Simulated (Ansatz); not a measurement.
CoGe2 in space group Cmce (No. 64; Co on 8d, Ge on 8f, Ge on 8e) under volume change, the program Ansatz at the r²SCAN level (PAW), shape and atoms relaxed at each volume.

```csv
V (Å³/atom),E − E(relaxed) (meV/atom),P (GPa)
12.852,62.1,17.07
13.276,___,___
13.699,___,___
14.123,0.0,0.00
14.547,5.4,-3.96
14.971,20.4,-7.29
```

Problem. Fill in the missing entries.

Solution. 
- 13.699, E − E(relaxed) (meV/atom): 6.1
- 13.699, P (GPa): 4.79
- 13.276, E − E(relaxed) (meV/atom): 26.0
- 13.276, P (GPa): 10.40

Problem. What does a third-order Birch–Murnaghan fit give for V₀, B₀ and B′?

Solution. V₀ = 14.13 Å³/atom, B₀ = 144 GPa, B′ = 4.7.

The workflow started from a Materials Project entry (that database holds measured and hypothetical structures alike); the Crystallography Open Database copy checked does not list it. Its standing as an ambient phase is unchecked. The cell was relaxed with r²SCAN under the symmetry of its start; whether a distortion lowers the energy is not shown. The run is not spin-polarised.

Potentials: the later of the program's two PAW sets.
